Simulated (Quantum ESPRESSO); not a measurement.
W2Mo3LiPt2, one run as intended and one with a planted mistake

Computed values, not a measurement. The program is pw.x of Quantum ESPRESSO 7.5 (plane-wave density functional theory). The cell is made up: eight metal atoms on a face-centred cubic lattice, with elements, volume, strain and displacements drawn at random and not relaxed, so it may be unstable or far from any real phase. PseudoDojo standard norm-conserving files set the functional (PBE unless stated); there is no spin polarisation or spin-orbit coupling, the Fermi-Dirac width of 0.25 eV means electrons at about 2900 K, and the masses in the input are unused placeholders. Heavy elements are run without spin-orbit coupling, which real alloys of them have. A spin test at this wide smearing found no moment, but such smearing suppresses magnetism that the real alloy may have.

Intended input:

```
&control calculation='scf', pseudo_dir='./dojo.nc.sr.pbe.v0_5.standard.upf', outdir='./o', disk_io='minimal', tprnfor=.true., tstress=.true. /
&system ibrav=0, nat=8, ntyp=4, nbnd=72, ecutwfc=84.00895049, nosym=.true., tot_charge=0,
 occupations='smearing', smearing='fd', degauss=0.0183746611
/
&electrons conv_thr=1.470e-08, electron_maxstep=70, mixing_beta=0.5 /
ATOMIC_SPECIES
Li 1.0 Li.upf
Mo 1.0 Mo.upf
Pt 1.0 Pt.upf
W 1.0 W.upf
CELL_PARAMETERS angstrom
0.0074 2.1138 2.1058
0.0294 4.0774 -4.0614
-8.2168 -2.0829 2.0453
ATOMIC_POSITIONS angstrom
W -0.0077 -0.062 -0.0161
Mo -4.0854 -0.0924 0.0717
Li -0.0527 1.9903 -1.9803
Pt -4.0582 2.0197 -2.0196
Pt -6.0911 0.0517 2.0829
Mo -1.9436 2.0926 -0.0085
W -6.0494 2.106 0.1476
Mo -1.9524 4.1168 -1.9935
K_POINTS automatic
8 4 3 1 1 1
```

The log is shortened where brackets say so; the opening notice, blank lines, dates and the lines on written files are dropped, and the path of the files is cut. It prints rydbergs, bohrs and kilobars, and counts compression as positive stress. Its total energy is the free energy E - TS of the whole cell.

Log of the intended run:

```
     Program PWSCF v.7.5
     Parallel version (MPI & OpenMP), running on       4 processor cores
     Number of MPI processes:                 4
     Threads/MPI process:                     1
     [start-up lines left out]
     bravais-lattice index     =            0
     lattice parameter (alat)  =       5.6384  a.u.
     unit-cell volume          =     950.4029 (a.u.)^3
     number of atoms/cell      =            8
     number of atomic types    =            4
     number of electrons       =       109.00
     number of Kohn-Sham states=           72
     kinetic-energy cutoff     =      84.0090  Ry
     charge density cutoff     =     336.0358  Ry
     scf convergence threshold =      1.5E-08
     mixing beta               =       0.5000
     number of iterations used =            8  plain     mixing
     Exchange-correlation= PBE
                           (   1   4   3   4   0   0   0)
     [axes and pseudopotential details left out]
   Cartesian axes
     site n.     atom                  positions (alat units)
         1        W      tau(   1) = (  -0.0025807  -0.0207794  -0.0053959  )
         2        Mo     tau(   2) = (  -1.3692293  -0.0309680   0.0240304  )
         3        Li     tau(   3) = (  -0.0176625   0.6670527  -0.6637012  )
         4        Pt     tau(   4) = (  -1.3601132   0.6769062  -0.6768726  )
         5        Pt     tau(   5) = (  -2.0414433   0.0173273   0.6980878  )
         6        Mo     tau(   6) = (  -0.6514011   0.7013387  -0.0028488  )
         7        W      tau(   7) = (  -2.0274675   0.7058298   0.0494684  )
         8        Mo     tau(   8) = (  -0.6543504   1.3797531  -0.6681252  )
     number of k points=    48  Fermi-Dirac smearing, width (Ry)=  0.0184
                       cart. coord. in units 2pi/alat
        k(    1) = (  -0.0838550   0.0902957  -0.0017873), wk =   0.0416667
        k(    2) = (   0.1586698   0.0889967  -0.0013358), wk =   0.0416667
     [further k points left out]
     Dense  grid:    98909 G-vectors     FFT dimensions: (  36,  64, 100)
     Estimated max dynamical RAM per process >     347.92 MB
     Estimated total dynamical RAM >       1.29 GB
     Initial potential from superposition of free atoms
     starting charge     108.9898, renormalised to     109.0000
     Starting wfcs are   72 randomized atomic wfcs
     total cpu time spent up to now is        5.0 secs
     per-process dynamical memory:   270.7 Mb
     Self-consistent Calculation
     iteration #  1     ecut=    84.01 Ry     beta= 0.50
     Davidson diagonalization with overlap
     ethr =  1.00E-02,  avg # of iterations =  5.5
     total cpu time spent up to now is       19.1 secs
     total energy              =   -1259.53282735 Ry
     estimated scf accuracy    <       3.80447475 Ry
     iteration #  2     ecut=    84.01 Ry     beta= 0.50
     Davidson diagonalization with overlap
     ethr =  3.49E-03,  avg # of iterations =  3.9
     total cpu time spent up to now is       33.0 secs
     total energy              =   -1257.73442896 Ry
     estimated scf accuracy    <      63.20958277 Ry
     [iterations 3 to 19 left out]
     iteration # 20     ecut=    84.01 Ry     beta= 0.50
     Davidson diagonalization with overlap
     ethr =  3.04E-11,  avg # of iterations =  1.5
     total cpu time spent up to now is      226.8 secs
     total energy              =   -1261.71107164 Ry
     estimated scf accuracy    <       0.00000004 Ry
     iteration # 21     ecut=    84.01 Ry     beta= 0.50
     Davidson diagonalization with overlap
     ethr =  3.04E-11,  avg # of iterations =  1.0
     total cpu time spent up to now is      236.4 secs
     End of self-consistent calculation
     [lines on levels left out]
!    total energy              =   -1261.71107164 Ry
     estimated scf accuracy    <          1.5E-09 Ry
     smearing contrib. (-TS)   =      -0.13244671 Ry
     internal energy E=F+TS    =   -1261.57862493 Ry
     The total energy is F=E-TS. E is the sum of the following terms:
     one-electron contribution =    -389.47194951 Ry
     hartree contribution      =     241.88095145 Ry
     xc contribution           =    -225.56687547 Ry
     ewald contribution        =    -888.42075141 Ry
     convergence has been achieved in  21 iterations
     Forces acting on atoms (cartesian axes, Ry/au):
     atom    1 type  4   force =     0.02592133   -0.00688190    0.00507533
     atom    2 type  2   force =    -0.00233719    0.01484792   -0.01268348
     atom    3 type  1   force =     0.03520654    0.00474199   -0.00264071
     atom    4 type  3   force =     0.00857619   -0.01756404    0.01794074
     atom    5 type  3   force =    -0.01778026    0.00018351   -0.00092420
     atom    6 type  2   force =    -0.04688875   -0.01768615    0.02067777
     atom    7 type  4   force =     0.01661518    0.01007823   -0.02087975
     atom    8 type  2   force =    -0.01931304    0.01228043   -0.00656571
     Total force =     0.087984     Total SCF correction =     0.000204
     Computing stress (Cartesian axis) and pressure
          total   stress  (Ry/bohr**3)                   (kbar)     P=     -197.73
  -0.00131863   0.00006311  -0.00009880         -193.98        9.28      -14.53
   0.00006311  -0.00137286  -0.00027407            9.28     -201.95      -40.32
  -0.00009880  -0.00027407  -0.00134091          -14.53      -40.32     -197.25
     init_run     :      4.64s CPU      4.86s WALL (       1 calls)
     electrons    :    225.63s CPU    231.43s WALL (       1 calls)
     forces       :      2.07s CPU      2.10s WALL (       1 calls)
     stress       :      7.01s CPU      7.18s WALL (       1 calls)
     [timing details left out]
     PWSCF        :   3m59.50s CPU   4m 5.81s WALL
     JOB DONE.
```

A second run has one planted mistake: two atoms have their elements exchanged. The input lines that differ:

```
- Li -0.0527 1.9903 -1.9803
+ Mo -0.0527 1.9903 -1.9803
- Mo -1.9524 4.1168 -1.9935
+ Li -1.9524 4.1168 -1.9935
```

Its log:

```
     Program PWSCF v.7.5
     Parallel version (MPI & OpenMP), running on       4 processor cores
     Number of MPI processes:                 4
     Threads/MPI process:                     1
     [start-up lines left out]
     bravais-lattice index     =            0
     lattice parameter (alat)  =       5.6384  a.u.
     unit-cell volume          =     950.4029 (a.u.)^3
     number of atoms/cell      =            8
     number of atomic types    =            4
     number of electrons       =       109.00
     number of Kohn-Sham states=           72
     kinetic-energy cutoff     =      84.0090  Ry
     charge density cutoff     =     336.0358  Ry
     scf convergence threshold =      1.5E-08
     mixing beta               =       0.5000
     number of iterations used =            8  plain     mixing
     Exchange-correlation= PBE
                           (   1   4   3   4   0   0   0)
     [axes and pseudopotential details left out]
   Cartesian axes
     site n.     atom                  positions (alat units)
         1        W      tau(   1) = (  -0.0025807  -0.0207794  -0.0053959  )
         2        Mo     tau(   2) = (  -1.3692293  -0.0309680   0.0240304  )
         3        Mo     tau(   3) = (  -0.0176625   0.6670527  -0.6637012  )
         4        Pt     tau(   4) = (  -1.3601132   0.6769062  -0.6768726  )
         5        Pt     tau(   5) = (  -2.0414433   0.0173273   0.6980878  )
         6        Mo     tau(   6) = (  -0.6514011   0.7013387  -0.0028488  )
         7        W      tau(   7) = (  -2.0274675   0.7058298   0.0494684  )
         8        Li     tau(   8) = (  -0.6543504   1.3797531  -0.6681252  )
     number of k points=    48  Fermi-Dirac smearing, width (Ry)=  0.0184
                       cart. coord. in units 2pi/alat
        k(    1) = (  -0.0838550   0.0902957  -0.0017873), wk =   0.0416667
        k(    2) = (   0.1586698   0.0889967  -0.0013358), wk =   0.0416667
     [further k points left out]
     Dense  grid:    98909 G-vectors     FFT dimensions: (  36,  64, 100)
     Estimated max dynamical RAM per process >     347.92 MB
     Estimated total dynamical RAM >       1.29 GB
     Initial potential from superposition of free atoms
     starting charge     108.9898, renormalised to     109.0000
     Starting wfcs are   72 randomized atomic wfcs
     total cpu time spent up to now is        5.1 secs
     per-process dynamical memory:   262.8 Mb
     Self-consistent Calculation
     iteration #  1     ecut=    84.01 Ry     beta= 0.50
     Davidson diagonalization with overlap
     ethr =  1.00E-02,  avg # of iterations =  5.5
     total cpu time spent up to now is       19.3 secs
     total energy              =   -1259.87976923 Ry
     estimated scf accuracy    <       3.35673952 Ry
     iteration #  2     ecut=    84.01 Ry     beta= 0.50
     Davidson diagonalization with overlap
     ethr =  3.08E-03,  avg # of iterations =  3.4
     total cpu time spent up to now is       34.3 secs
     total energy              =   -1257.78998854 Ry
     estimated scf accuracy    <      60.18101267 Ry
     [iterations 3 to 18 left out]
     iteration # 19     ecut=    84.01 Ry     beta= 0.50
     Davidson diagonalization with overlap
     ethr =  8.36E-11,  avg # of iterations =  2.0
     total cpu time spent up to now is      223.6 secs
     total energy              =   -1261.72108493 Ry
     estimated scf accuracy    <       0.00000006 Ry
     iteration # 20     ecut=    84.01 Ry     beta= 0.50
     Davidson diagonalization with overlap
     ethr =  5.51E-11,  avg # of iterations =  1.0
     total cpu time spent up to now is      233.4 secs
     End of self-consistent calculation
     [lines on levels left out]
!    total energy              =   -1261.72108493 Ry
     estimated scf accuracy    <          9.0E-09 Ry
     smearing contrib. (-TS)   =      -0.12605133 Ry
     internal energy E=F+TS    =   -1261.59503360 Ry
     The total energy is F=E-TS. E is the sum of the following terms:
     one-electron contribution =    -385.90203497 Ry
     hartree contribution      =     240.08757961 Ry
     xc contribution           =    -225.56826731 Ry
     ewald contribution        =    -890.21231093 Ry
     convergence has been achieved in  20 iterations
     Forces acting on atoms (cartesian axes, Ry/au):
     atom    1 type  4   force =     0.02986626    0.00785648    0.00048237
     atom    2 type  2   force =    -0.02502142    0.02335243   -0.02515256
     atom    3 type  2   force =     0.04856469   -0.00099228    0.00648813
     atom    4 type  3   force =     0.00491524   -0.01411679    0.01596656
     atom    5 type  3   force =    -0.02874360   -0.00575079    0.00155085
     atom    6 type  2   force =    -0.02613539   -0.01232475    0.01166407
     atom    7 type  4   force =     0.01610362    0.00509259   -0.01207811
     atom    8 type  1   force =    -0.01954940   -0.00311690    0.00107870
     Total force =     0.091076     Total SCF correction =     0.000491
     Computing stress (Cartesian axis) and pressure
          total   stress  (Ry/bohr**3)                   (kbar)     P=     -201.68
  -0.00137416  -0.00000720   0.00000329         -202.15       -1.06        0.48
  -0.00000720  -0.00136311  -0.00019103           -1.06     -200.52      -28.10
   0.00000329  -0.00019103  -0.00137569            0.48      -28.10     -202.37
     init_run     :      4.68s CPU      4.91s WALL (       1 calls)
     electrons    :    222.67s CPU    228.34s WALL (       1 calls)
     forces       :      1.97s CPU      1.98s WALL (       1 calls)
     stress       :      6.80s CPU      6.81s WALL (       1 calls)
     [timing details left out]
     PWSCF        :   3m56.34s CPU   4m 2.28s WALL
     JOB DONE.
```

```
                                            intended run  run with the mistake
                          free energy (eV)    -17166.454            -17166.590
         entropy term -TS, part of it (eV)        -1.802                -1.715
                            pressure (GPa)        -19.77                -20.17
size of the largest force component (eV/Å)         1.206                 1.249
largest change of a force component (eV/Å)                               0.583
                                iterations            21                    20
```

For scale, a rerun of the intended cell at a higher cutoff and on a denser mesh moved values by no more than 0.003 eV in energy, 0.09 GPa in stress and 0.014 eV/Å in force, and a second program with other atomic files agreed on that cell to 2 % rms in force and 0.5 GPa in pressure.